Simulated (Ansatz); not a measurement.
Notes on LaHg3B2

```
La Hg B
1.0
     3.01676    5.22518    0.00000
    -3.01676    5.22518    0.00000
     0.00000    0.00000    3.57998
La Hg B
1 3 2
Direct
  0.00000 0.00000 0.00000
  0.50000 0.50000 0.50000
  0.50000 0.00000 0.50000
  0.00000 0.50000 0.50000
  0.33330 0.33340 0.00000
  0.66660 0.66670 0.00000
```

The numbers come from plane-wave PAW DFT (Ansatz): PBE, no spin polarisation, 420 eV, 7×7×9 Γ-centred k points, fermi-dirac occupations (width 0.1 eV). Nothing was relaxed.

(1) Give the Bader charges.

(2) What happens at the Fermi level?

(3) Are the atoms at rest?

(4) What do density and ELF say about some of the short contacts?

(5) What does the stress say?

Origin: a known structure type with other elements, at an estimated volume, so it need not be a known compound. Caveats: f levels without a U or exact exchange are poorly placed.

Results:

(1) Bader charges in e: La +1.26, Hg -0.25, B -0.25. In the mean La gives up most and Hg takes most.

(2) It is a metal, with about 2.8 states/eV a cell as the mean within 0.25 eV of the Fermi level, mostly B p (33 %) and La d (31 %).

(3) The forces vanish by the symmetry of the sites.

(4) Hg–B at 2.50 Å: least valence density 0.36 e/Å³ and ELF 0.42 there. La–B at 3.48 Å: least valence density 0.09 e/Å³ and ELF 0.08 there. La–Hg at 3.51 Å: least valence density 0.11 e/Å³ and ELF 0.10 there. These are pseudo-fields; inside the PAW spheres they differ from the all-electron ones.

(5) The pressure is 1.1 GPa (compression positive), so with the atoms held at these fractions the cell would first expand.
